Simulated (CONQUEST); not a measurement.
# Checks by hand on CsPbCl₃ (Pm-3m, 5 atoms in the cell; from Materials Project mp-23037)

```
CsPbCl3
1.0
    5.67984     0.00000     0.00000
    0.00000     5.67984     0.00000
    0.00000     0.00000     5.67984
Cs Pb Cl
1 1 3
Direct
  0.00000   0.00000   0.00000
  0.50000   0.50000   0.50000
  0.00000   0.50000   0.50000
  0.50000   0.00000   0.50000
  0.50000   0.50000   0.00000
```

All values come from this method and carry its errors: PBE, numerical atomic orbitals double-zeta with polarisation (the shipped basis), PseudoDojo norm-conserving potentials made for PBE (CONQUEST).

Main settings: basis = DZP; Diag.MPMeshX, Y, Z = 5 5 5; potentials = PseudoDojo norm-conserving PBE; Grid.GridCutoff = 140 Ha; DM.SolutionMethod = diagon; Diag.SmearingType = 1; Diag.kT = 0.000367 Ha; Diag.GammaCentred = true.

Spin-orbit coupling is left out, which matters for bands and gaps with elements this heavy. The program uses no crystal symmetry, so grid and mesh can part values that symmetry would make equal. The atom-centred basis is finite, which shifts total energies and pressures against plane waves. The structure comes from a collection of computed structures, made at another level of theory; the collection holds predicted forms beside known ones.

The cell was also run at V = 181.402 Å³ (F = -3896.59432 eV, P = 1.07 GPa) and V = 185.067 Å³ (F = -3896.61193 eV, P = 0.49 GPa), scaled uniformly; the base has V = 183.235 Å³, P = 0.77 GPa and F₀ = -3896.60474 eV.

**Question.** Check the pressure against the energies, and estimate the bulk modulus and the volume of zero pressure.

**Answer.** P = −dF/dV ≈ −(-0.01761 eV)/(3.665 Å³) = 0.00480 eV/Å³; times 160.218 GPa per eV/Å³ this is 0.77 GPa, against 0.77 GPa from the stress tensor. B = −V dP/dV ≈ −183.235 × (-0.58 GPa)/(3.665 Å³) = 29 GPa at this volume. The curvature of the energies, B = V (F₊ + F₋ − 2F₀)/(ΔV/2)², gives 28 GPa. To first order the pressure vanishes at V0 ≈ V(1 + P/B) = 188.10 Å³, so all lengths change by about 0.88 %. Shape and fractional positions were held, which usually makes B too large where they are free.
